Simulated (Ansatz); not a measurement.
Ge:
Space group R-3, hexagonal axes (No. 148); a = 9.8917 Å, b = 9.8917 Å, c = 5.9102 Å, α = 90.00°, β = 90.00°, γ = 120.00°

| atom | site | symmetry | x | y | z |
|---|---|---|---|---|---|
| Ge | 6c | 3. | 0.0000 | 0.0000 | 0.2872 |
| Ge | 18f | 1 | 0.0367 | 0.2672 | 0.2461 |
(The calculation used a cell of 8 atoms; values per cell refer to that cell.)

Relaxed at zero pressure with r²SCAN (plane waves, PAW; program Ansatz).

Q: The volume is lowered by 6 % and shape and atoms relax at that volume. What pressure results, and how do the axes share the change?

A: 4.6 GPa; a -1.8 %, b -1.8 %, c -2.4 %; the energy rises by 17 meV/atom.

Q: Give the new structure.

A: 
Space group R-3, hexagonal axes (No. 148); a = 9.7092 Å, b = 9.7092 Å, c = 5.7664 Å, α = 90.00°, β = 90.00°, γ = 120.00°

```
atom  site  symmetry       x       y       z
----  ----  --------  ------  ------  ------
Ge      6c        3.  0.0000  0.0000  0.2836
Ge     18f         1  0.0369  0.2667  0.2398
```

The phase is kept; no other phase was compared at this pressure.

The workflow started from a Materials Project entry (that database holds measured and hypothetical structures alike); the Crystallography Open Database copy checked does not list it. It is not the phase usual at ambient conditions (space group No. 227). Symmetry was held in the r²SCAN relaxation; of distortions, only those at the zone centre were tested.

Potentials: the later of the program's two PAW sets.
